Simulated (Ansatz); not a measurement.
AlAs in space group Pm-3n (No. 223; Al on 6c, As on 6d) under volume change, DFT-PBE in the program Ansatz with PAW potentials, scaled uniformly.

```
V (Å³/atom)  E − E(relaxed) (meV/atom)  P (GPa)
-----------  -------------------------  -------
26.507                            45.2     5.99
27.380                            19.0     3.67
28.254                             4.5     1.69
29.128                             0.0     0.00
30.002                             4.0    -1.43
30.876                             [?]      [?]
31.750                             [?]      [?]
```

Q: What belongs in the gaps?

A: 
- 30.876, E − E(relaxed) (meV/atom): 15.3
- 30.876, P (GPa): -2.66
- 31.750, E − E(relaxed) (meV/atom): 32.7
- 31.750, P (GPa): -3.70

Q: What does a third-order Birch–Murnaghan fit give for V₀, B₀ and B′?

A: V₀ = 29.13 Å³/atom, B₀ = 51.8 GPa, B′ = 4.3.

The start of the workflow was typed in or built on a structure type; neither database checked (COD, Materials Project) lists it. It is not the phase usual at ambient conditions (space group No. 216). The cell was relaxed with PBE under the symmetry of its start; whether a distortion lowers the energy is not shown. The volume moved by 26 % from the start of the relaxation. Scalar-relativistic: spin–orbit coupling is off unless named, which matters more the heavier the elements.

Potentials: the earlier of the program's two PAW sets.
